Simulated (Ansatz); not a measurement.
Pt3Pb:
```yaml
crystal:
  lattice:
    - [4.09308, 0.00000, 0.00000]
    - [0.00000, 4.09308, 0.00000]
    - [0.00000, 0.00000, 4.09308]
  atoms:
    - { symbol: Pt, position: [0.00000, 0.50000, 0.50000] }
    - { symbol: Pt, position: [0.50000, 0.00000, 0.50000] }
    - { symbol: Pt, position: [0.50000, 0.50000, 0.00000] }
    - { symbol: Pb, position: [0.00000, 0.00000, 0.00000] }
```

Relaxed with r²SCAN.

Question: Map the valence electron density (e/Å³), cut off at 5 on the plane through (0.000, 0.500, 0.500) spanned by u = [1, 1, 0] and v = [1, 0, 1] in lattice vectors, from plane-wave PAW r²SCAN (Ansatz code).

Answer: x is the fraction of u, y of v (the angle between them is 60°; rows are the nearest grid lines); atoms in the plane: Pt at (0.00, 0.00), Pt at (0.50, 0.00), Pt at (0.00, 0.50), Pb at (0.50, 0.50).
```
|@@@@=.    :*@@@@@@*:    .=@@@@|
|@@@@*:    .-@@@@@@@-.    :*@@@|
|@@@@*:.     .=%@@@%=.      :*@|
|=*#*=:       .-+#*+:.       :=|
|.::::.        ..:::.         .|
|   .             .            |
|                              |
|           ...           .... |
|:.        .::::.        .:==-:|
|*-.      .:=+*+-.       :+%@@*|
|@@@=.    .:*@@@@%=.     :#@@@@|
|@@@%-.    :+@@@@@#-.    .+@@@@|
|@@@@+.    .-#@@@@@+:    .-%@@@|
|@@@@#:     .=%@@@@*:.    .=@@@|
|*@@%+:       .-+*+=:.      .-*|
|:-==:.        .::::.        .:|
| ....           ...           |
|                              |
|            .             .   |
|.         .:::..        .::::.|
|=:       .:+*#+-.       :=*#*=|
|@*:      .=%@@@%=.     .:*@@@@|
|@@@*:    .-@@@@@@@-.    :*@@@@|
|@@@@=.    :*@@@@@@*:    .=@@@@|
```
Scale: ten equal steps from 0.214 (start of ' ') to 5.00 (end of '@'), in the order ' .:-=+*#%@'; x runs from 0.000 to 1.00, y from 0.000 (bottom) to 1.00 (top).

The density is the valence pseudo-density with augmentation charge, so density and ELF within about 1 Å of a nucleus are not all-electron values.

Space group Pm-3m (Cu3Au type). The workflow started from an entry of the Crystallography Open Database (COD). Its standing as an ambient phase is unchecked. The cell was relaxed with r²SCAN under the symmetry of its start; its stability against distortions is not shown here. No spin polarisation was allowed. Spin–orbit coupling is left out wherever it is not named.

Potentials: the later of the program's two PAW sets.
